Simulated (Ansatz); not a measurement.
PbSe:
```
CELL_PARAMETERS angstrom
      0.00000     3.42297     3.42297
      3.42297     0.00000     3.42297
      3.42297     3.42297     0.00000
ATOMIC_POSITIONS crystal
  Se 0.75000 0.75000 0.75000
  Pb 0.00000 0.00000 0.00000
```

Relaxed with r²SCAN. Special points in fractions of this cell's reciprocal vectors: Γ (0.000, 0.000, 0.000); X (0.500, 0.000, 0.500); U (0.625, 0.250, 0.625); K (0.375, 0.375, 0.750); L (0.500, 0.500, 0.500); W (0.500, 0.250, 0.750).

Q: List the band energies nearest the valence-band maximum at these points for r²SCAN (plane waves, PAW; program Ansatz).

A: In eV from the valence-band maximum; about four levels below and three above (degenerate sets whole), none deeper than 8.9 eV; points with the same levels are listed once.

```tsv
k	below	above
Γ	-6.45 -1.75 -1.75 -1.75	2.34 2.34 2.34
X	-8.47 -2.99 -2.99 -0.55	0.79 5.20 5.20
U	-8.42 -3.42 -2.79 -0.38	1.86 4.22 4.50
L	-8.09 -2.29 -2.29 -2.04	3.12 3.12 3.89
W	-8.45 -3.26 -3.19 0.00	2.46 2.90 4.83
```

Space group F-43m (zinc blende). A made-up cell: these elements were put on the sites of a structure type; neither database checked (COD, Materials Project) lists it. It is not the phase usual at ambient conditions (space group No. 225). The r²SCAN relaxation kept the symmetry of its start. At this level the phase is mechanically unstable. Spin–orbit coupling is left out wherever it is not named.

Potentials: the later of the program's two PAW sets.
